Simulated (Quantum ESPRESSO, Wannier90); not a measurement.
# Wannier functions of SiO2 (P3₂21)

Structure: Materials Project mp-6930, symmetrised, not relaxed again. COD (Crystallography Open Database) has the formula in 34 space groups, this one among them (matched by group alone). Method: PBEsol plane waves in Quantum ESPRESSO 7.5 (PseudoDojo norm-conserving files, 68 Ry, no spin polarisation, no spin-orbit coupling), Bloch states on a 6×6×4 mesh through Γ, Wannier90 4.0.1. Density: 12×12×6 mesh, cold smearing 0.01 Ry.

On the energy scale of pw.x, whose zero is arbitrary, the valence-band maximum lies at 2.39 eV.

Input w.win:

```
num_bands = 12
num_wann = 12
exclude_bands = 1-12,25-53
num_iter = 1000
conv_tol = 1.0e-6
conv_window = 4
write_hr = true
write_u_matrices = true
auto_projections = true
begin unit_cell_cart
ang
    4.9165600610    0.0000000000    0.0000000000
   -2.4582800305    4.2578659120    0.0000000000
    0.0000000000    0.0000000000    5.4316300000
end unit_cell_cart
begin atoms_frac
Si   0.0000000000  0.4688000000  0.3333333333
Si  -0.4688000000 -0.4688000000  0.0000000000
Si   0.4688000000  0.0000000000 -0.3333333333
O    0.1445400000 -0.2685600000 -0.4521800000
O    0.2685600000  0.4131000000  0.2144866667
O   -0.4131000000 -0.1445400000 -0.1188466667
O   -0.2685600000  0.1445400000  0.4521800000
O    0.4131000000  0.2685600000 -0.2144866667
O   -0.1445400000 -0.4131000000  0.1188466667
end atoms_frac
mp_grid = 6 6 4
begin kpoints
0.0000000000 0.0000000000 0.0000000000
0.0000000000 0.0000000000 0.2500000000
0.0000000000 0.0000000000 0.5000000000
... (141 more lines: the 6x6x4 mesh through Gamma)
end kpoints
```

Input of pw2wannier90.x that gives the overlap and projection files (equivalent; here they were cut from one run over all bands):

```
&inputpp
  outdir = './out'
  prefix = 'pwscf'
  seedname = 'w'
  write_amn = .true.
  write_mmn = .true.
  scdm_proj = .true.
  scdm_entanglement = 'isolated'
/
```

Output w.wout (banner and timings cut):

```
                                    ------
                                    SYSTEM
                                    ------

                              Lattice Vectors (Ang)
                    a_1     4.916560   0.000000   0.000000
                    a_2    -2.458280   4.257866   0.000000
                    a_3     0.000000   0.000000   5.431630

                   Unit Cell Volume:     113.70603  (Ang^3)

                        Reciprocal-Space Vectors (Ang^-1)
                    b_1     1.277964   0.737833  -0.000000
                    b_2     0.000000   1.475665   0.000000
                    b_3     0.000000  -0.000000   1.156777

 *----------------------------------------------------------------------------*
 |   Site       Fractional Coordinate          Cartesian Coordinate (Ang)     |
 +----------------------------------------------------------------------------+
 | si   1   0.00000   0.46880   0.33333   |   -1.15244   1.99609   1.81054    |
 | si   2  -0.46880  -0.46880   0.00000   |   -1.15244  -1.99609   0.00000    |
 | si   3   0.46880   0.00000  -0.33333   |    2.30488   0.00000  -1.81054    |
 | o    1   0.14454  -0.26856  -0.45218   |    1.37084  -1.14349  -2.45607    |
 | o    2   0.26856   0.41310   0.21449   |    0.30488   1.75892   1.16501    |
 | o    3  -0.41310  -0.14454  -0.11885   |   -1.67571  -0.61543  -0.64553    |
 | o    4  -0.26856   0.14454   0.45218   |   -1.67571   0.61543   2.45607    |
 | o    5   0.41310   0.26856  -0.21449   |    1.37084   1.14349  -1.16501    |
 | o    6  -0.14454  -0.41310   0.11885   |    0.30488  -1.75892   0.64553    |
 *----------------------------------------------------------------------------*
                                ------------
                                K-POINT GRID
                                ------------

             Grid size =  6 x  6 x  4      Total points =  144

 *---------------------------------- MAIN ------------------------------------*
 |  Number of Wannier Functions               :                12             |
 |  Number of Objective Wannier Functions     :                12             |
 |  Number of input Bloch states              :                12             |
 |  Output verbosity (1=low, 5=high)          :                 1             |
 |  Timing Level (1=low, 5=high)              :                 1             |
 |  Optimisation (0=memory, 3=speed)          :                 3             |
 |  Length Unit                               :               Ang             |
 |  Post-processing setup (write *.nnkp)      :                 F             |
 |  Using Gamma-only branch of algorithms     :                 F             |
 *----------------------------------------------------------------------------*
 *------------------------------- WANNIERISE ---------------------------------*
 |  Total number of iterations                :              1000             |
 |  Number of CG steps before reset           :                 5             |
 |  Trial step length for line search         :             2.000             |
 |  Convergence tolerence                     :         0.100E-05             |
 |  Convergence window                        :                 4             |
 |  Iterations between writing output         :                 1             |
 |  Iterations between backing up to disk     :               100             |
 |  Write r^2_nm to file                      :                 F             |
 |  Write xyz WF centres to file              :                 F             |
 |  Write on-site energies <0n|H|0n> to file  :                 F             |
 |  Use guiding centre to control phases      :                 F             |
 |  Use phases for initial projections        :                 F             |
 *----------------------------------------------------------------------------*
 *-------------------------------- PLOTTING ----------------------------------*
 |  Plotting Hamiltonian in WF basis          :                 T             |
 *----------------------------------------------------------------------------*

       ... (k-mesh section left out)

 Starting a new Wannier90 calculation ...

 Reading overlaps from w.mmn

 Reading projections from w.amn

 *------------------------------- WANNIERISE ---------------------------------*
 +--------------------------------------------------------------------+<-- CONV
 | Iter  Delta Spread     RMS Gradient      Spread (Ang^2)            |<-- CONV
 +--------------------------------------------------------------------+<-- CONV

 ------------------------------------------------------------------------------
 Initial State
  WF centre and spread    1  (  0.232706, -1.805228,  0.690111 )     1.36216068
  WF centre and spread    2  ( -1.679726,  0.701084,  2.500654 )     1.36216068
  WF centre and spread    3  (  1.447020,  1.104143, -1.120433 )     1.36216068
  WF centre and spread    4  (  0.235288,  1.804253,  1.125494 )     1.35140316
  WF centre and spread    5  (  1.444885, -1.105892, -2.495593 )     1.35140316
  WF centre and spread    6  ( -1.680173, -0.698361, -0.685050 )     1.35140316
  WF centre and spread    7  (  1.423886,  1.151873, -1.127583 )     1.24392199
  WF centre and spread    8  ( -1.709494,  0.657185,  2.493504 )     1.24392199
  WF centre and spread    9  (  0.285608, -1.809058,  0.682960 )     1.24392199
  WF centre and spread   10  (  1.421237, -1.154424, -2.499521 )     1.27080723
  WF centre and spread   11  ( -1.710379, -0.653615, -0.688977 )     1.27080723
  WF centre and spread   12  (  0.289142,  1.808040,  1.121566 )     1.27080723
  Sum of centres and spreads ( -0.000000,  0.000000, -0.002868 )    15.68487918

      0     0.157E+02     0.0000000000       15.6848791678  <-- CONV
        O_D=      0.0153444 O_OD=      0.6153742 O_TOT=     15.6848792 <-- SPRD
 ------------------------------------------------------------------------------
      1    -0.241E+00     0.3351018894       15.4440753188  <-- CONV
        O_D=      0.0128449 O_OD=      0.3770699 O_TOT=     15.4440753 <-- SPRD
      2    -0.737E-01     0.2651440530       15.3704165404  <-- CONV
        O_D=      0.0113835 O_OD=      0.3048724 O_TOT=     15.3704165 <-- SPRD
      3    -0.427E-01     0.2165637431       15.3276796728  <-- CONV
        O_D=      0.0102870 O_OD=      0.2632322 O_TOT=     15.3276797 <-- SPRD
      4    -0.199E-01     0.1708255956       15.3077866941  <-- CONV
        O_D=      0.0093180 O_OD=      0.2443082 O_TOT=     15.3077867 <-- SPRD
      5    -0.780E-02     0.1110695297       15.2999895504  <-- CONV
        O_D=      0.0085005 O_OD=      0.2373285 O_TOT=     15.2999896 <-- SPRD
       ... (lines left out)
     18    -0.289E-06     0.0006730360       15.2968765965  <-- CONV
        O_D=      0.0083761 O_OD=      0.2343399 O_TOT=     15.2968766 <-- SPRD
     19    -0.140E-06     0.0005492360       15.2968764569  <-- CONV
        O_D=      0.0083761 O_OD=      0.2343398 O_TOT=     15.2968765 <-- SPRD
     20    -0.115E-06     0.0003576511       15.2968763424  <-- CONV
        O_D=      0.0083761 O_OD=      0.2343397 O_TOT=     15.2968763 <-- SPRD
             <<<     Delta < 1.000E-06  over  4 iterations     >>>
             <<< Wannierisation convergence criteria satisfied >>>
 Final State
  WF centre and spread    1  (  0.235755, -1.800536,  0.687079 )     1.33375961
  WF centre and spread    2  ( -1.677188,  0.696098,  2.497623 )     1.33375961
  WF centre and spread    3  (  1.441432,  1.104438, -1.123464 )     1.33375961
  WF centre and spread    4  (  0.235830,  1.801255,  1.123739 )     1.33499528
  WF centre and spread    5  (  1.442017, -1.104862, -2.497347 )     1.33499528
  WF centre and spread    6  ( -1.677847, -0.696393, -0.686804 )     1.33499528
  WF centre and spread    7  (  1.422710,  1.151002, -1.127463 )     1.21570970
  WF centre and spread    8  ( -1.708152,  0.656601,  2.493624 )     1.21570970
  WF centre and spread    9  (  0.285443, -1.807604,  0.683081 )     1.21570970
  WF centre and spread   10  (  1.422132, -1.150577, -2.493901 )     1.21449420
  WF centre and spread   11  ( -1.707494, -0.656314, -0.683358 )     1.21449420
  WF centre and spread   12  (  0.285363,  1.806890,  1.127186 )     1.21449420
  Sum of centres and spreads ( -0.000000,  0.000000, -0.000006 )    15.29687636

         Spreads (Ang^2)       Omega I      =    15.054160559
        ================       Omega D      =     0.008376072
                               Omega OD     =     0.234339711
    Final Spread (Ang^2)       Omega Total  =    15.296876342
```
